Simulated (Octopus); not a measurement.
BeS (F-43m, No. 216):
```
CELL_PARAMETERS angstrom
      0.00000     2.43515     2.43515
      2.43515     0.00000     2.43515
      2.43515     2.43515     0.00000
ATOMIC_POSITIONS crystal
  Be 0.00000 0.00000 0.00000
  S  0.25000 0.25000 0.25000
```
The cell is a database entry, not relaxed again.

Computed with Octopus (real-space grid): LDA, grid spacing about 0.22 Å, Γ-centred 8×8×8 k-mesh, no spin polarisation, Troullier-Martins for S / valence-only HGH without core correction for Be.

Q: What band gap does LDA give on the standard high-symmetry path?

A: 2.96 eV, from Γ to X; smallest direct gap on the path 5.45 eV. A grid finer by a fifth moves the gap between mesh points by 0.01 eV.
